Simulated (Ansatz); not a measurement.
# CuF (wurtzite): the band gap by level of theory

All numbers come from Ansatz. These are computed values for a spin-unpolarised cell that may be hypothetical; none is a measurement.

CuF built on the wurtzite prototype, relaxed with r2SCAN. Around Cu lie 4 F at 1.90–2.17 Å; around F lie 4 Cu at 1.90–2.17 Å.

Space group P6_3mc (No. 186). a = 2.790 Å, b = 2.790 Å, c = 6.721 Å, α = 90.00°, β = 90.00°, γ = 120.00°
```tsv
atom	site	symmetry	x	y	z
Cu	2b	3m.	0.3333	0.6667	0.0460
F	2b	3m.	0.3333	0.6667	0.3290
```

Gaps on the r2SCAN cell, each the least over its mesh and the special points:
```
 level   k mesh  gap (eV)      kind           edges  least direct gap (eV)       rough cost
   LDA  12×12×4      0.07  indirect  Γ–M (0.83) → Γ                   0.39  10 core-seconds
   PBE  12×12×4      0.13  indirect  Γ–M (0.83) → Γ                   0.47  16 core-seconds
r2SCAN  12×12×4      0.36  indirect  Γ–M (0.83) → Γ                   0.78  23 core-seconds
 HSE06    9×9×4      1.63  indirect  Γ–M (0.83) → Γ                   2.34   6 core-minutes
  PBE0    9×9×4      2.39  indirect  Γ–M (0.83) → Γ                   3.11   6 core-minutes
```
LDA, PBE, r2SCAN, HSE06: smearing of 0.02 eV; the others have fixed occupations.
Wave cutoffs: 420 eV, 500 eV (r2SCAN).
Points off the special ones are mesh points or PBE's searched band edges, reused at the other levels.
Costs come from shared machines and give only the order; PBE's includes the band path. The runs had 2 threads of Arm Neoverse V1 (shared host).

The HSE06 gap is indirect, 1.63 eV (Γ–M (0.83 of the way from Γ) to Γ), below the direct gap of 2.34 eV at Γ.

r2SCAN covers 15 % of the step from PBE to HSE06, while HSE06 needs about 15 times r2SCAN's rough cost (on a coarser mesh). All these functionals give a gap of the same kind, indirect.
